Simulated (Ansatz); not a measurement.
Values for one crystal, relaxed and computed with DFT-PBEsol in the program Ansatz with PAW potentials; other levels are named.

| Item | Value |
|---|---|
| Volume per atom | 7.85 Å³ |
| Band gap | 5.36 eV (direct) |
| Elastic constants (relaxed ions, GPa) | C11 = 420, C12 = 196, C13 = 187, C33 = 716, C44 = 239, C66 = 307 |
| Formation energy from the elements (no fitted shifts) | -2.74 eV/atom |
| Bulk modulus (Birch–Murnaghan fit) | 279 GPa |
| Pressure derivative B′ | 5.5 |
| Conduction-band minimum | at Γ |

### Question
Which of these materials gives this?
(A) LaLuO3, cubic perovskite
(B) MgO, rock salt
(C) SiO2, rutile
(D) ZrO2, P4_2/nmc (Zr on 2a, O on 4d)

### Answer
C, SiO2, rutile

Space group P4_2/mnm (rutile). This is a known high-pressure phase of the composition, computed here at zero pressure and temperature. The PBEsol relaxation kept the symmetry of its start; its stability against distortions is not shown here. The references are the lowest solids computed at this level, not always the standard phases (solids in place of the gases).

Potentials: the earlier of the program's two PAW sets. The files were generated under PBE; for other functionals the program regenerates the frozen cores, and for LDA and PBEsol the local potential too.
